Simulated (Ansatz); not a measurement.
All numbers below come from DFT, PBEsol, plane waves (420 eV) with PAW, scalar-relativistic in Ansatz. The PAW files were generated under PBE, with cores re-solved for the functional.

An element in the omega (AlB2-type) structure gives this curve. The cell is scaled uniformly from the relaxed one, with fractional coordinates and shape fixed. Energies are extrapolated to zero smearing, pressures are those at the given smearing. Magnetic state: ferromagnetic.

```json
{"V (Å³/atom)": "9.322", "E − E₀ (meV/atom)": "131.9", "P (GPa)": "37.85", "sphere moment (μB)": "0.57"}
{"V (Å³/atom)": "9.746", "E − E₀ (meV/atom)": "53.5", "P (GPa)": "22.23", "sphere moment (μB)": "0.62"}
{"V (Å³/atom)": "10.169", "E − E₀ (meV/atom)": "12.0", "P (GPa)": "9.82", "sphere moment (μB)": "0.65"}
{"V (Å³/atom)": "10.593", "E − E₀ (meV/atom)": "0.0", "P (GPa)": "-0.04", "sphere moment (μB)": "0.67"}
{"V (Å³/atom)": "11.017", "E − E₀ (meV/atom)": "11.2", "P (GPa)": "-7.85", "sphere moment (μB)": "0.69"}
{"V (Å³/atom)": "11.441", "E − E₀ (meV/atom)": "40.9", "P (GPa)": "-14.01", "sphere moment (μB)": "0.70"}
{"V (Å³/atom)": "11.864", "E − E₀ (meV/atom)": "85.1", "P (GPa)": "-18.86", "sphere moment (μB)": "0.72"}
```

Q: Which element is it?
A. nickel
B. vanadium
C. ruthenium
D. iron

A: A. Its fit is V₀ = 10.58 Å³/atom, B₀ = 220 GPa, B₀′ = 4.8.
